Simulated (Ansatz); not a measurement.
A geometry of MgAu away from equilibrium: the start of the relaxation of a generated cell, MgAu placed in the AFLOW prototype AB_hP8_186_ab_ab (B5, as in SiC). Computed with PBE (plane waves to 420 eV, PAW, scalar-relativistic; Ansatz, a first-principles code). Γ-centred k-mesh 10×10×3 on the run's cell (coarser than for final values), Fermi–Dirac smearing 0.05 eV.

```xyz
8
Lattice="3.6715 0.0000 0.0000 -1.8358 3.1796 0.0000 0.0000 0.0000 12.0196" Properties=species:S:1:pos:R:3:forces:R:3 pbc="T T T" free_energy=-60284.340 pressure_GPa=49.1
Au     0.0000     0.0000     0.0000    0.0000    0.0000   -0.1085
Au     0.0000     0.0000     6.0098    0.0000    0.0000   -0.1085
Au     1.8358     1.0599     9.0169    0.0000    0.0000    0.0699
Au     0.0000     2.1198     3.0071    0.0000    0.0000    0.0699
Mg     0.0000     0.0000     9.7619    0.0000    0.0000    0.0912
Mg     0.0000     0.0000     3.7520    0.0000    0.0000    0.0912
Mg     1.8358     1.0599     6.7705    0.0000    0.0000   -0.0527
Mg     0.0000     2.1198     0.7607    0.0000    0.0000   -0.0527
```

Positions in Å, forces in eV/Å, free energy of the cell in eV (comparable only within this code, potentials and settings). Largest force: 0.11 eV/Å, on Au1, Au2 (atoms numbered as listed); the geometry lies 1.39 eV/atom above the end of its relaxation.

No spin polarisation in the result.

The run could not lose the symmetry of its start, so the end can be a saddle point.

The end of the path is a generated cell of MgAu: the first start was made by placing the elements on the sites of a structure type, and the end was not matched to a known phase here, so it may be hypothetical.
